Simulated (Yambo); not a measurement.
Yambo run on NaOH (space group P2_1/m, No. 11). The wavefunctions are PBEsol (Quantum ESPRESSO, PseudoDojo norm-conserving, 88 Ry, scalar-relativistic) ones on a 4×4×2 mesh (16 occupied bands); a = 3.367 Å, b = 3.441 Å, c = 5.301 Å, α = γ = 90.00°, β = 102.92°.

Yambo input:

```
rim_cut
gw0
dyson
el_el_corr
HF_and_locXC
cohsex
em1s
RandQpts= 1000000
RandGvec= 1 Ry
EXXRLvcs= 88 Ry
VXCRLvcs= 352 Ry
Chimod= "HARTREE"
% BndsRnXs
 3 | 117 |
%
NGsBlkXs= 8 Ry
% LongDrXs
 1.0 | 1.0 | 1.0 |
%
ExtendOut
% QPkrange
 1 | 1 | 16 | 17 |
%
```

k points by index: 1 = Γ.

Resulting energies as the program prints them:

```
#    K-point    Band    Eo [eV]    E [eV]    E-Eo [eV]    Vxc [eV]    Vnlxc [eV]    Sc|Eo [eV]    Re(Z)    Im(Z)
#
    1    16    0.000000    -3.809124    -3.809124    -19.23422    -25.13068    2.087337    1.000000    0.000000
    1    17    3.304856    3.758586    0.453730    -10.20793    -5.976318    -3.777877    1.000000    0.000000
```
(The two width columns are left out.) Convergence of these settings isn't established.

Geometry relaxed with PBE+D3(BJ).
